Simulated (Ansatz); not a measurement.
TaSi2:
```yaml
crystal:
  lattice:
    - [4.78142, 0.00000, 0.00000]
    - [-2.39071, 4.14083, 0.00000]
    - [0.00000, 0.00000, 6.55525]
  atoms:
    - { symbol: Ta, position: [0.00000, 0.50000, 0.33333] }
    - { symbol: Ta, position: [0.50000, 0.00000, 0.00000] }
    - { symbol: Ta, position: [0.50000, 0.50000, 0.66667] }
    - { symbol: Si, position: [0.84182, 0.68364, 0.00000] }
    - { symbol: Si, position: [0.15818, 0.84182, 0.66667] }
    - { symbol: Si, position: [0.31636, 0.15818, 0.33333] }
    - { symbol: Si, position: [0.15818, 0.31636, 0.00000] }
    - { symbol: Si, position: [0.84182, 0.15818, 0.66667] }
    - { symbol: Si, position: [0.68364, 0.84182, 0.33333] }
```

Relaxed with r²SCAN. Special points in fractions of this cell's reciprocal vectors: Γ (0.000, 0.000, 0.000); M (0.500, 0.000, 0.000); K (0.333, 0.333, 0.000); A (0.000, 0.000, 0.500); L (0.500, 0.000, 0.500); H (0.333, 0.333, 0.500).

Task: List the band energies nearest the Fermi level at these points for r²SCAN (plane waves, PAW; program Ansatz).

Result: In eV from the Fermi level; about four levels below and three above (degenerate sets whole), none deeper than 8.9 eV; points with the same levels are listed once.

```tsv
k	below	above
Γ	-2.67 -2.67 -2.38 -2.38 -1.73	0.83 3.16 3.16
M	-1.17 -0.80 -0.15 -0.12	0.90 1.22 1.59
K	-2.10 -2.10 -1.91 -1.85 -1.85	0.32 0.32 0.55
A	-2.42 -2.33 -2.04 -2.04	1.23 1.23 2.78 2.78
L	-2.17 -1.97 -0.75 -0.35	1.62 2.07 2.63
H	-0.85 -0.85 -0.19 -0.19	1.01 1.67 1.67
```

Space group P6_422. The first step of the workflow began from a Materials Project structure, measured or hypothetical; the Crystallography Open Database files this formula in space group No. 181, but the cells were not matched. Whether it is the stable phase at ambient conditions was not checked. The cell was relaxed with r²SCAN under the symmetry of its start; its stability against distortions is not shown here. The run is not spin-polarised. Spin–orbit coupling is left out wherever it is not named.

Potentials: the earlier of the program's two PAW sets.
